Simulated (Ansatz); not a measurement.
A 5-atom cell of BaHfO3 (Pm-3m) from a materials database, relaxed with r2SCAN, was run in Ansatz under altered settings. All numbers are computed, without spin polarisation but where a row says otherwise.

```xyz
5
Lattice="4.1771 0.0000 0.0000 0.0000 4.1771 0.0000 0.0000 0.0000 4.1770" Properties=species:S:1:pos:R:3 pbc="T T T"
Ba    2.0885    2.0885    4.1687
Hf    0.0000    0.0000    2.0801
O     0.0000    2.0885    2.0802
O     2.0885    0.0000    2.0802
O     0.0000    0.0000    4.1687
```

The base run's other keys:
```yaml
kpoints:
  mp_grid: { grid: [4, 4, 4] }
hamiltonian:
  xc: pbe
scf:
  occupations: { method: fixed }
  n_extra_bands: 5
```

It takes 6 iterations with 1365 plane waves at 420 eV and 10 k points, and leaves a mean stress of +3.41 GPa. The gap over this mesh is 3.660 eV. It ran on 4 threads of Intel(R) Xeon(R) Platinum 8488C (Sapphire Rapids), with other jobs on the host.

Outcomes, with energy and stress as changes against the base:
```tsv
setting	outcome	ΔF (meV/atom)	Δ mean stress (GPa)	gap on the mesh (eV)	iterations	wall time
scf.eigensolver.kind: dense	converged	0.0	0.00	3.660	6	24 s
accuracy: low	converged	0.0	0.00	3.660	6	0.67 s
scf.mixing.preconditioner: resta	converged	0.0	0.00	3.660	6	0.62 s
scf.convergence.dr2_threshold: 0.0001	converged, warned	0.0	0.0	3.660	6	0.69 s
scf.occupations: fermi_dirac 0.001	converged	0.0	0.00	3.660	6	0.69 s
scf.occupations: methfessel_paxton 0.001	converged	0.0	0.00	3.660	6	0.74 s
scf.n_extra_bands: 1	converged	0.0	0.00	3.660	6	0.65 s
scf.occupations: methfessel_paxton 0.2	converged	0.0	0.00	3.660	6	0.67 s
scf.occupations: cold 0.001	converged	0.0	0.00	3.660	6	0.62 s
scf.mixing.preconditioner: kerker	converged	0.0	0.00	3.660	8	0.68 s
basis.ecutrho_ratio: 1	converged, warned	-162	-0.05	3.722	8	0.61 s
```
A dash marks a value that wasn't obtained or can't be compared. Stress is positive in compression. The base took 0.6 s.

- scf.convergence.dr2_threshold: 0.0001. It converges in 6 iterations, as the base does. Even so loose a threshold leaves the results unchanged here, which can't be counted on. Warned: force scf threshold loose, stress scf threshold loose.
- basis.ecutrho_ratio: 1. The free energy moves by -162 meV an atom, the mean stress by -0.05 GPa and the gap on the mesh by +0.062 eV (to 3.722). A density grid this coarse aliases the density, so the change is an error. Warned: cutoff below recommended.

Within 1 meV an atom, 0.1 GPa and 0.005 eV of the base stay: scf.eigensolver.kind: dense; accuracy: low; scf.mixing.preconditioner: resta; scf.convergence.dr2_threshold: 0.0001; scf.occupations: fermi_dirac 0.001; scf.occupations: methfessel_paxton 0.001; scf.n_extra_bands: 1; scf.occupations: methfessel_paxton 0.2; scf.occupations: cold 0.001; scf.mixing.preconditioner: kerker.

Spin-orbit coupling is left out.
